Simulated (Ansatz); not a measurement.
Ba$_{2}$CaMoO$_{6}$:
```xyz
10
Lattice="0.0000 4.1953 4.1953 4.1953 0.0000 4.1953 4.1953 4.1953 0.0000" Properties=species:S:1:pos:R:3 pbc="T T T"
Ba     6.2929     6.2929     6.2929
Ba     2.0976     2.0976     2.0976
Ca     0.0000     0.0000     0.0000
Mo     4.1953     4.1953     4.1953
O      4.1953     4.1953     6.1151
O      4.1953     4.1953     2.2755
O      6.1151     4.1953     4.1953
O      2.2755     4.1953     4.1953
O      4.1953     6.1151     4.1953
O      4.1953     2.2755     4.1953
```

r²SCAN in the plane-wave PAW code Ansatz gives a gap of 2.50 eV without spin–orbit coupling, maximum at Γ, minimum at X.

What happens when spin–orbit coupling is switched on?

The gap hardly moves, to 2.50 eV; maximum at Γ, minimum at X.

How large is the spin–orbit splitting of the valence top at Γ?

The fourfold level lies 0.02 eV above the split-off pair.

Give the electron effective mass with spin–orbit coupling.

0.67, 0.67, 2.7 mₑ (principal values).

Give the hole effective mass with spin–orbit coupling, band 1 of 2 at the edge.

3.3 along [100], 2.5 along [110], 2.2 along [111] (mₑ).

Give the hole effective mass with spin–orbit coupling, band 2 of 2 at the edge.

1.3 along [100], 1.5 along [110], 1.7 along [111] (mₑ).

Space group Fm-3m. The workflow started from a Materials Project entry (that database holds measured and hypothetical structures alike); the Crystallography Open Database files this formula in space group No. 225, but the cells were not matched. Its standing as an ambient phase is unchecked. The cell was relaxed with r²SCAN under the symmetry of its start; whether a distortion lowers the energy is not shown. The run is not spin-polarised. No Hubbard U is applied.

Potentials: the later of the program's two PAW sets.
